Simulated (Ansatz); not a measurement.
Relaxed AlCo (CsCl type):

```
CELL_PARAMETERS angstrom
      5.70415     0.00000     0.00000
      0.00000     2.85208     0.00000
      0.00000     0.00000     2.85208
ATOMIC_POSITIONS crystal
  Al 0.00000 0.00000 0.00000
  Al 0.50000 0.00000 0.00000
  Co 0.25000 0.50000 0.50000
  Co 0.75000 0.50000 0.50000
```

Scan: atom 3 (Co, nearest neighbour Al at 2.470 Å; its periodic images, 2.9 Å or more away, move with it) is displaced along Cartesian z, direction (0.000, 0.000, 1.000) in Cartesian axes, by s. The other atoms stay.

These are PBE (plane waves to 420 eV, PAW, scalar-relativistic; Ansatz, a program for electronic structure) values and carry that method's errors. k mesh 7×13×13 (Γ-centred), Fermi-Dirac smearing 0.05 eV. Energies are smeared free energies. Compression counts positive. With partly filled bands, energies and forces of such displacements shift with the k mesh and the smearing. AlCo is run without spin polarisation. AlCo was relaxed with its symmetry unable to fall. The zero of ΔE is the undisplaced structure.

### Question
Predict the ΔE (eV/cell) and P (GPa) at s (Å) = -0.200, -0.100, -0.050, 0.150, 0.200.

### Answer
| s (Å) | ΔE (eV/cell) | P (GPa) |
|---|---|---|
| -0.200 | 0.162 | 1.6 |
| -0.100 | 0.041 | 0.4 |
| -0.050 | 0.010 | 0.1 |
| 0.150 | 0.091 | 0.9 |
| 0.200 | 0.162 | 1.6 |

(A displaced cell: forces are minus the slopes of the energy, force constants its curvatures, and phonons follow from these.)
